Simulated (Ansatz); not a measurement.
A plane-wave DFT run in Ansatz 0.2.0 (scalar-relativistic PAW potentials unless the input names others): input and command.

```yaml
crystal:
  lattice:
    - [3.1713456453, 0.0, 0.0]
    - [0.0, 3.1713456453, 0.0]
    - [0.0, 0.0, 3.1713456453]
  atoms:
    - { symbol: Ti, position: [0.0, 0.0, 0.0] }
    - { symbol: Al, position: [0.5, 0.5, 0.5] }
kpoints:
  mp_grid: { grid: [14, 14, 14] }
hamiltonian:
  xc: r2scan
scf:
  occupations: { method: gaussian, width: 0.1 }
output:
  forces: true
  eigenvalues: true
  stress: true
accuracy: high
```

```bash
ansatz run input.yaml --threads 2 --pin off --max-ram 5120MiB --backend cpu --events-out ev --progress --plain --runs-dir out
```

Abridged log:
```
Pseudopotentials: kind: paw
Pseudopotential: Ti, paw, valence charge 12, recommended cutoff 500 eV (meta_gga)
Pseudopotential: Al, paw, valence charge 3, recommended cutoff 500 eV (meta_gga)
Functional definition: r2SCAN
Crystal: 2 atoms, lattice volume = 31.896 Å³
Basis set: ecut = 500 eV, 799 PW (Γ), exchange–correlation on 135×135×135 points (125 copies of the dense FFT grid, shifted against one another)
Bands: 12, of which v1, the nominal top of the filled ones, is band 8 counted from 1 (7 counted from 0)
Symmetry: 48 space group operations
Space group: Pm-3m (ITA 221), of the structure as read, at distance tolerance 3.2e-5 Å
k-points: 120 of 2744
Initial density: superposition of atomic densities (neutral atoms: chi_scale 0, normalization atom), corrected by the library's trained network
Initial wavefunctions: pseudopotential atomic-orbital guess
Functional: x = r2scan, c = r2scan; τ floored in thin density (d = 2e-4 eV/Å³)
SCF iter   1: F=—  HF=-3045.375363 eV  |F-HF|=—  |Δ(HF+E_count)|=         —  Δρ=9.05e-3  dr2=1.46e-2  dr2_τ=1.80e-2  ethr=1.77e-3  ⟨swp⟩=5.0  Hψ=7361  notcnv=0
SCF iter   2: F=—  HF=-3045.411229 eV  |F-HF|=—  |Δ(HF+E_count)|=   3.59e-2  Δρ=5.24e-3  dr2=5.60e-3  dr2_τ=2.89e-4  ethr=9.70e-5  ⟨swp⟩=2.0  Hψ=3691  notcnv=0  defer=28
SCF iter   3: F=—  HF=-3045.411611 eV  |F-HF|=—  |Δ(HF+E_count)|=   3.82e-4  Δρ=2.61e-3  dr2=2.01e-3  dr2_τ=7.30e-5  ethr=3.73e-5  ⟨swp⟩=2.0  Hψ=1811  notcnv=0  defer=28
SCF iter   4: F=—  HF=-3045.411435 eV  |F-HF|=—  |Δ(HF+E_count)|=   1.75e-4  Δρ=5.58e-4  dr2=8.08e-5  dr2_τ=1.15e-5  ethr=1.34e-5  ⟨swp⟩=3.0  Hψ=2301  notcnv=0  defer=28
SCF iter   5: F=—  HF=-3045.411434 eV  |F-HF|=—  |Δ(HF+E_count)|=   1.63e-6  Δρ=1.70e-4  dr2=4.21e-6  dr2_τ=1.89e-7  ethr=5.39e-7  ⟨swp⟩=2.6  Hψ=2041  notcnv=0  defer=28
SCF iter   6: F=-3045.411436 eV  HF=-3045.411436 eV  |F-HF|=2.54e-9  |Δ(HF+E_count)|=   2.29e-6  Δρ=9.12e-6  dr2=1.67e-8  dr2_τ=8.97e-10  ethr=6.67e-10  ⟨swp⟩=3.7  Hψ=5856  notcnv=0
SCF iter   7: F=—  HF=-3045.411436 eV  |F-HF|=—  |Δ(HF+E_count)|=   6.12e-9  Δρ=2.13e-6  dr2=7.15e-10  dr2_τ=4.19e-11  ethr=1.11e-10  ⟨swp⟩=2.7  Hψ=2324  notcnv=0
SCF iter   8: F=—  HF=-3045.411436 eV  |F-HF|=—  |Δ(HF+E_count)|=  3.52e-10  Δρ=6.45e-7  dr2=7.04e-11  dr2_τ=2.84e-12  ethr=4.77e-12  ⟨swp⟩=2.7  Hψ=2277  notcnv=0
SCF iter   9: F=-3045.411436 eV  HF=-3045.411436 eV  |F-HF|=4.55e-13  |Δ(HF+E_count)|=  4.27e-11  Δρ=7.31e-8  dr2=9.30e-13  dr2_τ=3.57e-14  ethr=1.00e-12  ⟨swp⟩=4.9  Hψ=4865  notcnv=0
SCF 1 converged in 9 iterations: F = -3045.411436 eV  dr2 = 9.30e-13
SCF converged after 9 iterations
Free energy (F): -3045.411436 eV
Harris-Foulkes:  -3045.411436 eV  (|F-HF|=4.55e-13)
Internal energy: -3045.401295 eV  (E = F + TS)
E sigma→0 (E₀):  -3045.406365 eV
Entropy (-TS):   -0.010141 eV (-5.071 meV/atom)
Fermi energy:    11.617263 eV
--- Forces (eV/Å), atoms counted from 1 ---
  atom   1  Ti     0.00000000     0.00000000     0.00000000
  atom   2  Al     0.00000000     0.00000000     0.00000000
--- Stress (GPa, compression-positive) ---
       -0.007156       0.000000       0.000000
        0.000000      -0.007156       0.000000
        0.000000       0.000000      -0.007156
  P = ⅓ Tr σ = -0.0072 GPa (-0.072 kbar)
```

Apart from outputs, empty bands and the relaxation, which only the reference makes, the input differs from a reference run on usual settings in accuracy: not typed → "high"; basis.ecutwfc: 500 → not typed. The reference, at the same geometry, ended its own course with pressure -0.01 GPa, largest force 0.000 eV/Å, no gap on the mesh. This run converged in 9 SCF iterations with an energy at zero smearing within 0.01 meV/atom of the reference's, pressure -0.01 GPa, largest force 0.000 eV/Å, no gap on the mesh.

Time: 3.8 s on 2 threads of Intel(R) Xeon(R) Platinum 8259CL CPU @ 2.50GHz (Skylake/Cascade Lake), on a shared host, peak memory 0.57 GiB.